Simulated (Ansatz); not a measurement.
BN:
Space group Fm-3m (No. 225); a = b = c = 3.503 Å, α = β = γ = 90.00°

| atom | site | symmetry | x | y | z |
|---|---|---|---|---|---|
| N | 4a | m-3m | 0.0000 | 0.0000 | 0.0000 |
| B | 4b | m-3m | 0.5000 | 0.5000 | 0.5000 |
(The calculation used a cell of 2 atoms; values per cell refer to that cell.)

Relaxed with PBE.

**Question.** Decompose the optical modes at the zone centre into irreducible representations, and say which are infrared and Raman allowed.

**Answer.** Point group m-3m: Γ_opt = T1u. Infrared: T1u. Raman: none.

**Question.** Assign frequencies (DFPT, DFT-PBE in the program Ansatz with PAW potentials; without the LO–TO term).

**Answer.** T1u 713i cm⁻¹.

The cell is a constructed one: a structure type filled with these elements; neither database checked (COD, Materials Project) lists it. It is not the phase usual at ambient conditions (space group No. 186, 194, 216). The PBE relaxation kept the symmetry of its start. At this level the phase is dynamically unstable (imaginary phonons).

Potentials: the later of the program's two PAW sets.
